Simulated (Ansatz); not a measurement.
Theory: DFT PBE, scalar-relativistic, plane waves, PAW (Ansatz 0.2.0). Settings: cutoff 420 eV, Γ-centred meshes spaced at most about 0.3 Å⁻¹, and about 0.25 Å⁻¹ or finer for metals (2π included), Gaussian smearing. No spin polarisation in the final relaxations.

Energies over the elements count from the elements' standard structures at the same level (N₂ as a molecule), with no fitted energy shifts. The references include black phosphorus.

A relaxed structure of Ga3As2P has 22.71 Å³/atom, −0.371 eV/atom against the elements, a gap of 0.58 eV on its mesh:

```
CELL_PARAMETERS angstrom
-2.00161 2.00161 8.50414
2.00161 -2.00161 8.50414
2.00161 2.00161 -8.50414
ATOMIC_POSITIONS crystal
Ga 0.82928 0.82928 0.00000
Ga 0.50000 0.50000 0.00000
Ga 0.17072 0.17072 0.00000
P 0.25000 0.75000 0.50000
As 0.58532 0.08532 0.50000
As 0.91468 0.41468 0.50000
```

Task: N takes the place of P on the same sites, and the cell is relaxed. What changes?

Result: Ga3As2N has a = 3.795 Å, c = 15.925 Å: 19.11 Å³/atom, −0.13 eV/atom against the elements, no gap on its mesh. The volume per atom changes by -15.9 % and the formation energy by +0.24 eV/atom (from unrounded values). The gap closes. Covalent radii: P 1.07 Å, N 0.71 Å; electronegativities 2.19 and 3.04. The cell follows the size of the atom. Around Ga on a site of symmetry 2mm lie 2 N at 2.13 Å and 2 As at 2.43 Å; Ga on a site of symmetry -4m2 has 4 As at 2.42 Å; As is surrounded by 4 Ga at 2.42–2.43 Å; N has 4 Ga at 2.13 Å.

Space group I-4m2 (No. 119). a = 3.795 Å, b = 3.795 Å, c = 15.925 Å, α = 90.00°, β = 90.00°, γ = 90.00°
```csv
atom,site,symmetry,x,y,z
Ga,4e,2mm.,0.5000,0.5000,0.3108
Ga,2b,-4m2,0.5000,0.5000,0.0000
As,4f,2mm.,0.5000,0.0000,0.0942
N,2c,-4m2,0.0000,0.5000,0.2500
```

The two cells were relaxed from separate starts that ended on the same group and sites; neither need be the stable form of its compound. Kohn–Sham gaps at this level usually fall short of measured ones. The zero gap of Ga3As2N I-4m2 may come from the functional, which often closes small gaps. The reference forms of As and P are held partly by dispersion forces, which this level lacks. Cells relaxed within their symmetry can be saddle points.
